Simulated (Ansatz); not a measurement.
A relaxed cell of Al2Cu3 is given with its symmetry left out. The cell was found from a structure generator's guess, not taken from experiment.

Computed with DFT PBE, scalar-relativistic, plane waves, PAW in Ansatz. Cutoff 420 eV, Γ-centred mesh, Gaussian smearing, no spin polarisation.

```yaml
crystal:
  lattice:
    - [-1.58615, 1.58615, 6.65333]
    - [1.58615, -1.58615, 6.65333]
    - [1.58615, 1.58615, -6.65333]
  atoms:
    - { symbol: Al, position: [0.81053, 0.81053, 0.00000] }
    - { symbol: Al, position: [0.18947, 0.18947, 0.00000] }
    - { symbol: Cu, position: [0.59947, 0.59947, 0.00000] }
    - { symbol: Cu, position: [0.00000, 0.00000, 0.00000] }
    - { symbol: Cu, position: [0.40053, 0.40053, 0.00000] }
```

Formation energies are uncorrected and refer to the elements' standard structures at the same level.

Task: What space group does it have?

Result: I4/mmm (No. 139). Conventional cell: a = 3.172 Å, c = 13.307 Å. Around Al lie 5 Cu at 2.52–2.54 Å, 4 Al at 2.76 Å, 1 Cu at 2.81 Å and 4 Al at 3.17 Å; Cu on a site of symmetry 4mm has 4 Al at 2.54 Å, 5 Cu at 2.60–2.65 Å, 1 Al at 2.81 Å and 4 Cu at 3.17 Å; around Cu on a site of symmetry 4/mmm lie 2 Al at 2.52 Å, 8 Cu at 2.60 Å and 4 Cu at 3.17 Å.

Task: How far does it lie from the elements in energy?

Result: −0.11 eV/atom.

Task: Is it a metal?

Result: Yes, bands cross the Fermi level on the 16×16×16 mesh.

The last run used a 16×16×16 mesh for its 5-atom cell and Gaussian smearing of 0.10 eV. Symmetry constrained the relaxation, so the result can be a saddle point. Another cell of Al2Cu3 relaxed alike, in R-3m, lies 65 meV/atom lower, so this cell isn't the stable form at this level.
